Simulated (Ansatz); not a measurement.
**A plane-wave run on Ba2YReO6**

input.yaml (Ansatz 0.2.0)

```yaml
crystal:
  lattice:
    - [0.0, 4.199961, 4.199961]
    - [4.199961, 0.0, 4.199961]
    - [4.199961, 4.199961, 0.0]
  atoms:
    - { symbol: Ba, position: [0.25, 0.25, 0.25] }
    - { symbol: Ba, position: [0.75, 0.75, 0.75] }
    - { symbol: "Y", position: [0.5, 0.5, 0.5] }
    - { symbol: O, position: [0.75, 0.25, 0.25] }
    - { symbol: O, position: [0.25, 0.75, 0.25] }
    - { symbol: O, position: [0.25, 0.75, 0.75] }
    - { symbol: O, position: [0.75, 0.25, 0.75] }
    - { symbol: O, position: [0.25, 0.25, 0.75] }
    - { symbol: O, position: [0.75, 0.75, 0.25] }
    - { symbol: Re, position: [0.0, 0.0, 0.0] }
  symmetry: { tolerance: 0.0003 }
kpoints:
  mp_grid: { grid: [7, 7, 7], shift: [0, 0, 0] }
  band_path:
    path:
      - [0.375, 0.375, 0.75]
      - [0.0, 0.0, 0.0]
      - [0.5, 0.5, 0.5]
      - [0.5, 0.25, 0.75]
      - [0.5, 0.0, 0.5]
    npoints: 13
magnetization:
  spin_polarized: false
scf:
  occupations: { method: fermi_dirac, width: 0.1101 }
  lower_state_search: "off"
  max_iter: 200
hamiltonian:
  pseudopotentials: { kind: paw }
  xc: r2scan
basis:
  ecutwfc: 500
  fft_grid_basis: typed
output:
  forces: true
  stress: true
  eigenvalues: true
  bader: true
  populations: true
  elf: true
  write_potential: true
  volumetric_format: npy
  dos:
    e_range: [-12, 8]
    de: 0.05
    projected: { site_lists: { Ba: [Ba], O: [O], Re: [Re], "Y": ["Y"] } }
checkpoint:
  read: saved_state
```

The saved state is an earlier solution for the same cell, perhaps on another mesh. 

Output (shortened):

```
Pseudopotentials: kind: paw
Pseudopotential: Ba, paw, valence charge 10, recommended cutoff 500 eV (meta_gga), Ba.paw.azcp
Pseudopotential: Y, paw, valence charge 11, recommended cutoff 500 eV (meta_gga), Y.paw.azcp
Pseudopotential: O, paw, valence charge 6, recommended cutoff 500 eV (meta_gga), O.paw.azcp
Pseudopotential: Re, paw, valence charge 15, recommended cutoff 500 eV (meta_gga), Re.paw.azcp
Functional definition: r2SCAN
  exchange = r2scan_x(k0 = k0, k1 = k1, a1 = a1)
  correlation = r2scan_c
Crystal: 10 atoms, lattice volume = 148.172 Å³
Basis set: ecut = 500 eV, 3719 PW (Γ), exchange–correlation on 180×180×180 points (64 copies of the dense FFT grid, shifted against one another)
Bands: 51, of which v1, the nominal top of the filled ones, is band 41 counted from 1 (40 counted from 0)
Symmetry: 48 space group operations
Space group: Fm-3m (ITA 225), of the structure as read, at distance tolerance 1.6e-3 Å
k-points: 20 of 343
Initial density: read from a saved state, or passed on in memory by an earlier SCF of this step, an earlier step, the calling program or the single point that the run made first
Functional: x = r2scan, c = r2scan; τ floored in thin density (d = 2e-4 eV/Å³)
Free energy (F): -30092.4587 eV
Harris-Foulkes:  -30092.4587 eV  (|F-HF|=1.10e-8)
Internal energy: -30092.2226 eV  (E = F + TS)
E sigma→0 (E₀):  -30092.3406 eV
Entropy (-TS):   -0.2362 eV (-23.617 meV/atom)
Fermi energy:    11.4811 eV
--- Per-component energies (eV) ---
  E_band       = -350.3146
  E_kinetic    = 2239.1597
  E_local      = -4429.0304  (includes V_loc(G=0)·N_el)
  E_nonlocal   = 495.2865
  E_hartree    = 1617.6979
  E_xc         = -1312.8185
  E_vxc        = -1496.0639  (∫ρ·V_xc dr)
  E_paw        = -22991.3638  (= ΣΔE_a)
  E_vpaw       = -480.0333  (= ΣTr[D̂ρ^β])
  E_aug_tail   = 0.0061  (compensation charges beyond the density's cutoff)
  E_vtau       = 84.9723  (kinetic-family band-sum trace: ∫τ·v_τ [+ j·A + Jᵃ·Aᵃ] dr)
  E_ewald      = -5710.4844
  E_core_change = -0.6756  (= ΣΔE_core)
  E_smearing   = -0.2362  (= −TS)
--- Forces (eV/Å), atoms counted from 1 ---
  atom   1  Ba     0.0000     0.0000     0.0000
  atom   2  Ba     0.0000     0.0000     0.0000
  atom   3  Y      0.0000     0.0000     0.0000
  atom   4  O     -4.5844     0.0000     0.0000
  atom   5  O      0.0000    -4.5844     0.0000
  atom   6  O      4.5844     0.0000     0.0000
  atom   7  O      0.0000     4.5844     0.0000
  atom   8  O      0.0000     0.0000    -4.5844
  atom   9  O      0.0000     0.0000     4.5844
  atom  10  Re     0.0000     0.0000     0.0000
--- Stress (GPa, compression-positive) ---
       -2.6099       0.0000       0.0000
        0.0000      -2.6099       0.0000
        0.0000       0.0000      -2.6099
  P = ⅓ Tr σ = -2.6099 GPa (-26.099 kbar)
--- Löwdin populations: 10 sites ---
  site symbol       q [e]
     0     Ba      8.1817
     1     Ba      8.1817
     2      Y     10.2962
     3      O      6.8581
     4      O      6.8581
     5      O      6.8581
     6      O      6.8581
     7      O      6.8581
     8      O      6.8581
     9     Re     13.4838
  spilling = 0.0086 (of n_electrons = 82.0000)
--- Bader charges: 10 sites ---
  site symbol  charge [e]  shift [e]
     0     Ba      1.5926     0.0000
     1     Ba      1.5926     0.0000
     2      Y      2.1584     0.0006
     3      O     -1.2729     0.0004
     4      O     -1.2729     0.0004
     5      O     -1.2729     0.0004
     6      O     -1.2729     0.0004
     7      O     -1.2729     0.0004
     8      O     -1.2729     0.0004
     9     Re      2.2938     0.0027
```

Origin: a database entry at a rescaled volume. Caveats: many states at the Fermi level without spin polarisation, so a magnetic state may lie lower; forces this large suggest misplaced atoms in the database entry; atoms or cell far from equilibrium.
